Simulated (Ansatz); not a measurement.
AuSb2 (space group Pa-3)

```
AuSb2
1.0
    6.62458     0.00000     0.00000
    0.00000     6.62458     0.00000
    0.00000     0.00000     6.62458
Sb Au
8 4
Direct
  0.37498   0.12502   0.87498
  0.62502   0.87498   0.12502
  0.12502   0.87498   0.37498
  0.87498   0.12502   0.62502
  0.87498   0.37498   0.12502
  0.12502   0.62502   0.87498
  0.62502   0.62502   0.62502
  0.37498   0.37498   0.37498
  0.00000   0.50000   0.50000
  0.50000   0.50000   0.00000
  0.50000   0.00000   0.50000
  0.00000   0.00000   0.00000
```

A phonon eigenvector at Γ is frozen into this cell: atom i moves by Q times the vector below, so Q is the largest atomic displacement, in Å. The cell is held. It is one choice among 3 degenerate patterns.

| atom | x | y | z |
|---|---|---|---|
| Sb1 | -0.512 | 0.253 | 0.821 |
| Sb2 | -0.512 | 0.253 | 0.821 |
| Sb3 | -0.512 | 0.253 | -0.821 |
| Sb4 | -0.512 | 0.253 | -0.821 |
| Sb5 | -0.512 | -0.253 | -0.821 |
| Sb6 | -0.512 | -0.253 | -0.821 |
| Sb7 | -0.512 | -0.253 | 0.821 |
| Sb8 | -0.512 | -0.253 | 0.821 |
| Au9 | 0.634 | -0.040 | 0.680 |
| Au10 | 0.634 | -0.040 | -0.680 |
| Au11 | 0.634 | 0.040 | -0.680 |
| Au12 | 0.634 | 0.040 | 0.680 |

Level of theory: LDA (plane waves to 420 eV, PAW, scalar-relativistic; Ansatz, a quantum-chemistry and plane-wave program). k mesh 6×6×6 (Γ-centred), Fermi-Dirac smearing 0.05 eV. The energy includes the smearing's −TS. With partly filled bands, energies and forces of such displacements shift with the k mesh and the smearing. AuSb2 was relaxed with its symmetry unable to fall. Spin-orbit coupling is left out, though Au and Sb are heavy. The zero of ΔE is the undisplaced structure.

| Q (Å) | ΔE (meV/cell) |
|---|---|
| -0.280 | 6703 |
| -0.187 | 2619 |
| -0.093 | 606 |
| 0.000 | 0 |
| 0.093 | 606 |
| 0.187 | 2619 |
| 0.280 | 6703 |

Problem. Which DFPT wavenumber at Γ belongs to this mode?
A. 107 cm⁻¹
B. 65 cm⁻¹
C. 149 cm⁻¹
D. 42 cm⁻¹

Solution. C, 149 cm⁻¹. The curvature of the scan gives 149 cm⁻¹

(A displaced cell: forces are minus the slopes of the energy, force constants its curvatures, and phonons follow from these.)
